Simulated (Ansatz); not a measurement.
In3GaP4 as one 8-atom ordering (P-4m2) on the zincblende lattice: a single-point calculation in the PAW code Ansatz (PBE+SOC). The geometry is the r2SCAN minimum.

```yaml
crystal:
  lattice:
    - [4.0893212642, 0.0, 0.0]
    - [0.0, 4.0893212642, 0.0]
    - [0.0, 0.0, 11.6325111174]
  atoms:
    - { symbol: Ga, position: [0.0, 0.0, 0.0] }
    - { symbol: P, position: [0.0, 0.5, 0.1100860121] }
    - { symbol: In, position: [0.5, 0.5, 0.240662739] }
    - { symbol: P, position: [0.5, 0.0, 0.3702926724] }
    - { symbol: In, position: [0.0, 0.0, 0.5] }
    - { symbol: P, position: [0.0, 0.5, 0.6297073276] }
    - { symbol: In, position: [0.5, 0.5, 0.759337261] }
    - { symbol: P, position: [0.5, 0.0, 0.8899139879] }
kpoints:
  mp_grid: { grid: [6, 6, 2] }
  band_path:
    path:
      - [0.0, 0.0, 0.0]
      - [0.0, 0.5, 0.0]
      - [0.5, 0.5, 0.0]
      - [0.0, 0.0, 0.5]
      - [0.0, 0.5, 0.5]
      - [0.5, 0.5, 0.5]
    npoints: 1
hamiltonian:
  xc: pbe
scf:
  occupations: { method: fermi_dirac, width: 0.02 }
  n_extra_bands: 12
magnetization:
  noncollinear: true
  spin_orbit: true
output:
  forces: true
  stress: true
  eigenvalues: true
```

Some lines of the output have been replaced by numbered gaps.
```
scf.n_extra_bands = 12 over 72 filled bands (N_el = 72.0): the run solves 84 bands
Functional definition: PBE
Crystal: 8 atoms, lattice volume = 194.525 Å³
Basis set: ecut = 420 eV, 3799 PW (Γ)
Symmetry: 8 space group operations + 8 with time reversal
Magnetic group: BNS 115.284 (UNI 944)
k-points: 20 of 72
Projection manifold: j_resolved (fully-relativistic pseudo-atomic orbitals)
SCF 1 converged in 9 iterations: F = -23607.246840 eV  dr2 = 6.09e-8
Free energy (F): -23607.246840 eV
[1]
--- Per-component energies (eV) ---
  E_band       = -225.974466
  E_kinetic    = 1125.477162
  E_local      = -6484.395169
  E_nonlocal   = 1663.602773
  E_hartree    = 2712.150664
  E_xc         = -959.874212
  E_vxc        = -597.514719
  E_paw        = -16741.157595
  E_vpaw       = -1357.448760
  E_ewald      = -4923.050450
--- Forces (eV/Å), atoms counted from 1 ---
[2]
--- Stress (GPa, compression-positive) ---
[3]
--- Band table (eV; the first three rows and the last of 20) ---
[4]
```

The rows of the band table are 0: (0, 0, 0) = Γ, 1: (0, 0, -1/2) = Z, 2: (0, 1/6, 0), 19: (-1/2, -1/2, -1/2) = A.

**Question.** What stood in the gaps? They hold the stress, the Fermi energy and the band table, the forces.

**Answer.**
```
[1]
Fermi energy:    7.235715 eV
[2]
  atom   1  Ga      0.00000      0.00000      0.00000
  atom   2  P       0.00000      0.00000      0.01259
  atom   3  In      0.00000      0.00000    -0.00098
  atom   4  P       0.00000      0.00000      0.00063
  atom   5  In      0.00000      0.00000      0.00000
  atom   6  P       0.00000      0.00000    -0.00063
  atom   7  In      0.00000      0.00000      0.00098
  atom   8  P       0.00000      0.00000    -0.01259
[3]
        1.774139       0.000000       0.000000
        0.000000       1.774139       0.000000
        0.000000       0.000000       1.721726
  P = ⅓ Tr σ = 1.7567 GPa (17.567 kbar)
[4]
  k-point 0: bands = […, 5.6085, 5.6085, 6.7180, 6.7180, 6.8464, 6.8464, 6.8889, 6.8889, 7.5802, 7.5802, 8.5505, 8.5505, 8.6997, 8.6997, …]
  k-point 1: bands = […, 6.2034, 6.2034, 6.2665, 6.2665, 6.3933, 6.3933, 6.4577, 6.4577, 8.4632, 8.4632, 8.5220, 8.5220, 9.1458, 9.1458, …]
  k-point 2: bands = […, 5.4132, 5.4185, 5.6696, 5.6809, 6.2306, 6.2975, 6.7567, 6.7677, 8.5743, 8.5816, 8.9421, 8.9637, 9.4608, 9.4771, …]
  k-point 19: bands = […, 4.1188, 4.1188, 4.1920, 4.1920, 4.2553, 4.2553, 4.2891, 4.2891, 9.4584, 9.4584, 9.4844, 9.4844, 9.5540, 9.5540, …]
```
The trailing digits, and the zero of the energies, depend on the potentials and thresholds.

Run as `ansatz run input.yaml --threads 4 --pin off --max-ram 6451MiB --backend cpu --events-out ev --progress --plain --runs-dir out`.

**Question.** It ran on 4 threads of Arm Neoverse V1, with other jobs on the host, load about 0.7 per core. About how long did it take, and how much host memory at the peak?

**Answer.** About 52 s, with a peak of 1.9 GiB.

The cell comes from a prototype generator: it can be a known phase or a hypothetical one. No magnetic order is allowed.
